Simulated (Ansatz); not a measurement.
Se:
```
Se
1.0
    0.00000     3.14424     3.14424
    3.14424     0.00000     3.14424
    3.14424     3.14424     0.00000
Se
2
Direct
  0.00000   0.00000   0.00000
  0.25000   0.25000   0.25000
```

Relaxed with r²SCAN. Special points in fractions of this cell's reciprocal vectors: Γ (0.000, 0.000, 0.000); X (0.500, 0.000, 0.500); U (0.625, 0.250, 0.625); K (0.375, 0.375, 0.750); L (0.500, 0.500, 0.500); W (0.500, 0.250, 0.750).

Problem. List the band energies nearest the Fermi level at these points for r²SCAN with spin–orbit coupling (plane waves, PAW; program Ansatz).

Solution. In eV from the Fermi level; about four levels below and three above (degenerate sets whole), none deeper than 8.9 eV; points with the same levels are listed once.

| k | below | above |
|---|---|---|
| Γ | -0.72 -0.72 -0.72 -0.72 | 4.72 4.72 8.14 8.14 8.14 8.14 |
| X | -2.03 -2.03 -2.03 -2.03 | 2.27 2.27 2.27 2.27 |
| U | -2.23 -2.23 -0.70 -0.70 | 1.64 1.64 1.76 1.76 |
| L | -4.32 -4.32 -4.32 -4.32 | 0.16 0.16 0.43 0.43 |
| W | -1.35 -1.35 -1.08 -1.08 | 1.48 1.48 1.59 1.59 |

Space group Fd-3m (diamond). The start of the workflow was typed in or built on a structure type; neither database checked (COD, Materials Project) lists it. It is not the phase usual at ambient conditions (space group No. 152). Symmetry was held in the r²SCAN relaxation; whether a distortion lowers the energy is not shown. The volume moved by 26 % from the start of the relaxation.

Potentials: the later of the program's two PAW sets.
